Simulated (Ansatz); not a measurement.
Data:

Nb2GeB2:
```cif
data_B2GeNb2
_chemical_formula_sum 'Nb2 Ge1 B2'
_space_group_name_H-M_alt 'P-6m2'
_space_group_IT_number 187
_space_group_name_Hall 'P -6 2'
_cell_length_a 3.17848
_cell_length_b 3.17848
_cell_length_c 7.06755
_cell_angle_alpha 90.000
_cell_angle_beta 90.000
_cell_angle_gamma 120.000
loop_
_atom_site_label
_atom_site_type_symbol
_atom_site_symmetry_multiplicity
_atom_site_Wyckoff_symbol
_atom_site_fract_x
_atom_site_fract_y
_atom_site_fract_z
_atom_site_occupancy
Nb1 Nb 2 h 0.33333 0.66667 0.27945 1
Ge1 Ge 1 a 0.00000 0.00000 0.00000 1
B1 B 1 b 0.00000 0.00000 0.50000 1
B2 B 1 f 0.66667 0.33333 0.50000 1
```

This is the r²SCAN-relaxed structure.

### Question
All from DFT-r²SCAN in the program Ansatz with PAW potentials, unless another level is named. Predict the electronic character.

### Answer
metallic (no gap).

### Question
Give the formation energy from the elements (no fitted shifts).

### Answer
-0.66 eV/atom.

### Question
Predict the gap with spin–orbit coupling.

### Answer
none (metallic).

The start of the workflow was typed in or built on a structure type; neither database checked (COD, Materials Project) lists it. Its standing as an ambient phase is unchecked. The r²SCAN relaxation kept the symmetry of its start; whether a distortion lowers the energy is not shown. No spin polarisation was allowed. The references are the lowest solids computed at this level, not always the standard phases. Spin–orbit coupling is left out wherever it is not named.

Potentials: the earlier of the program's two PAW sets. The files were generated under PBE; for other functionals the program regenerates the frozen cores, and for LDA and PBEsol the local potential too.
